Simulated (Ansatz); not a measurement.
Moving the strain (εxx = s, εyy = s) in MnHg

```
Hg Mn
1.0
     3.28800    0.00000    0.00000
     0.00000    3.28800    0.00000
     0.00000    0.00000    3.31300
Hg Mn
1 1
Direct
  0.00000 0.00000 0.00000
  0.50000 0.50000 0.50000
```

Kept alike: task band structure; functional PBE; k mesh 7 × 7 × 7; occupations fermi-dirac, width 0.05 eV; collinear spin, ferromagnetic start. Program: Ansatz, Ansatz PAW, cutoff 420 eV. The mesh is that of the run's cell of 2 atoms. No spin-orbit coupling.

| s | largest site moment (μB) | free energy over the lowest row (meV/atom) |
| --- | --- | --- |
| -0.04 | 3.64 | 57.05 |
| -0.02 | ? | ? |
| -0.01 | 3.84 | 9.58 |
| 0 | 3.87 | 2.53 |
| 0.01 | 3.90 | 0.00 |
| 0.02 | 3.92 | 1.68 |
| 0.04 | 3.97 | 16.17 |

The cell shown is the unstrained one; x, y and z are its Cartesian axes; atoms keep their fractions. For a metal such a mesh leaves the last digits unconverged. The runs hold the magnetic state that their start led to, which needn't be the lowest. Site moments count inside each atom's sphere or projector.

Q: Fit the rows shown and predict the run at -0.02.

A: A least-squares cubic through the rows shown is largest site moment = 757 s³ - 42.3 s² + 2.91 s + 3.873 (largest miss 0.003); at s = -0.02 it gives 3.79 μB. A least-squares parabola through the rows shown is free energy = 21191.8 s² - 505.86 s + 2.766 (largest miss 0.554); at s = -0.02 it gives 21.36 meV/atom. The run gave: largest site moment 3.78 μB; free energy over the lowest row 21.10 meV/atom.
